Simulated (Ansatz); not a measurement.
Given:

Cs₂IBrCl₆:
```
CELL_PARAMETERS angstrom
      0.00000     5.65917     5.65917
      5.65917     0.00000     5.65917
      5.65917     5.65917     0.00000
ATOMIC_POSITIONS crystal
  Cs 0.25000 0.25000 0.25000
  Cs 0.75000 0.75000 0.75000
  I  0.00000 0.00000 0.00000
  Br 0.50000 0.50000 0.50000
  Cl 0.22404 0.77596 0.77596
  Cl 0.77596 0.22404 0.22404
  Cl 0.77596 0.22404 0.77596
  Cl 0.22404 0.77596 0.22404
  Cl 0.77596 0.77596 0.22404
  Cl 0.22404 0.22404 0.77596
```

This is the HSE06-relaxed structure.

Question: All from the program Ansatz at the HSE06 level (PAW), unless another level is named. Predict the band gap.

Answer: 1.46 eV (direct).

Question: What about the valence-band maximum?

Answer: at L.

Space group Fm-3m. The first step of the workflow began from a Materials Project structure, measured or hypothetical; the Crystallography Open Database copy checked does not list it. Its standing as an ambient phase is unchecked. Symmetry was held in the HSE06 relaxation; whether a distortion lowers the energy is not shown. The hybrid was solved on a coarse mesh, the path and, where they were found, the r²SCAN edge points; its band edges are the extreme levels among these. Spin–orbit coupling is left out wherever it is not named.

Potentials: the later of the program's two PAW sets.
